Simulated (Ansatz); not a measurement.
Computed properties of Cl

Cl:
```xyz
4
Lattice="3.2709 -2.0631 0.0000 3.2709 2.0631 0.0000 0.0000 0.0000 8.2823" Properties=species:S:1:pos:R:3 pbc="T T T"
Cl     3.2709    -1.5719     5.0184
Cl     3.2709     1.5719     3.2638
Cl     3.2709    -0.4912     0.8773
Cl     3.2709     0.4912     7.4050
```

Space group Cmce (No. 64), molecular I2 type; conventional cell a = 6.542 Å, b = 4.126 Å, c = 8.282 Å, α = β = γ = 90.00°.

Method: plane-wave PAW r²SCAN (Ansatz code). Geometry: relaxed at this level of theory. Other levels are named where they apply.

### Cell and energy

* **Volume per atom**: 27.95 Å³
* **Density**: 2.11 g/cm³

### Electronic structure

Band gap: 2.63 eV (direct)
Valence-band maximum: at Γ
Conduction-band minimum: at Γ

### Mechanics

* **Bulk modulus (Birch–Murnaghan fit)**: 6.9 GPa
* **Pressure derivative B′**: 7.6
* **Elastic constants (relaxed ions, GPa)**: C11 = 10.5, C22 = 10.3, C33 = 20.2, C12 = 4.1, C13 = 0.5, C23 = 9.9, C44 = 10.9, C55 = 2.3, C66 = 4.4
* **Mechanical stability**: stable (all eigenvalues of C positive)
* **Hill bulk and shear moduli**: 7.3 and 4.2 GPa
* **Young's modulus**: 10.6 GPa
* **Poisson's ratio**: 0.26
* **Debye temperature from the elastic constants**: 154 K

Symmetry was held in the r²SCAN relaxation. The substance is a gas or liquid at ambient conditions; this is its low-temperature solid. A crystal of weakly bound molecules computed without a dispersion correction: the cell and the soft elastic constants depend strongly on that.

Potentials: the later of the program's two PAW sets.
